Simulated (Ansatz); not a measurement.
With plane-wave PAW r²SCAN (Ansatz code), SnO in the zinc blende structure (F-43m) relaxes to a = 5.411 Å. O has 4 nearest neighbours from 2.34 Å (tetrahedral); Sn has 4 nearest neighbours from 2.34 Å (tetrahedral). Against the elements it lies at -0.70 eV/atom, with no fitted shifts.

Electronic character: metallic (no gap). Gap from r²SCAN with spin–orbit coupling: none (metallic).

An equation-of-state fit gives a bulk modulus of 66.1 GPa. The relaxed-ion elastic constants in GPa are C11 = 66.6, C12 = 66.2, C44 = -47.1. Bader charges are O -1.29, Sn +1.29 e.

The start of the workflow was typed in or built on a structure type; neither database checked (COD, Materials Project) lists it. It is not the phase usual at ambient conditions (space group No. 129). Symmetry was held in the r²SCAN relaxation. At this level the phase is mechanically unstable. The volume moved by 18 % from the start of the relaxation. As this level gives no gap, shear constants depend on the k-mesh and smearing (Fermi–Dirac, 0.1 eV here). The references are the lowest solids computed at this level, not always the standard phases (solids in place of the gases). Spin–orbit coupling is left out wherever it is not named.

Potentials: the earlier of the program's two PAW sets.
